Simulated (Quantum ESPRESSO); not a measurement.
Kohn-Sham bands of ZnTe (zinc blende)

```
ZnTe
1.0
    0.00000     3.05561     3.05561
    3.05561     0.00000     3.05561
    3.05561     3.05561     0.00000
Zn Te
1 1
Direct
  0.50000   0.50000   0.50000
  0.75000   0.75000   0.75000
```

Materials Project entry mp-2176; symmetrised, unrelaxed at this level. COD (Crystallography Open Database) has the formula in 3 space groups, this one among them (matched by group alone). Method: PBEsol plane waves in Quantum ESPRESSO 7.5 (PseudoDojo norm-conserving files, 68 Ry, no spin polarisation, no spin-orbit coupling), Bloch states on a 10×10×10 mesh through Γ, Wannier90 4.0.1. Density: 10×10×10 mesh, cold smearing 0.01 Ry. Spin-orbit coupling is left out although heavy elements are present.

Q: List the Kohn-Sham levels between −8 and 4.1 eV relative to the valence-band maximum at the high-symmetry points, as a band run of pw.x on that density gives them (levels within 2 meV counted together).

A: 
| point | k (reciprocal lattice) | levels (eV) |
|---|---|---|
| Γ | 0.000 0.000 0.000 | -6.88 (×3), -6.64 (×2), 0.00 (×3), 1.13 |
| X | -0.500 -0.500 0.000 | -6.81, -6.72 (×2), -6.62, -6.44, -4.99, -2.16 (×2), 2.21, 2.31 |
| U | -0.375 -0.375 0.250 | -6.80, -6.75, -6.69, -6.63, -6.39, -4.88, -3.07, -1.80, 2.59 |
| K | -0.375 0.000 0.375 | -6.80, -6.75, -6.69, -6.63, -6.39, -4.88, -3.07, -1.80, 2.59 |
| L | 0.000 0.000 0.500 | -6.82 (×2), -6.64 (×2), -6.50, -5.16, -0.89 (×2), 1.70 |
| W | -0.500 -0.250 0.250 | -6.79, -6.75, -6.67, -6.66, -6.36, -4.85, -2.83, -2.60 |
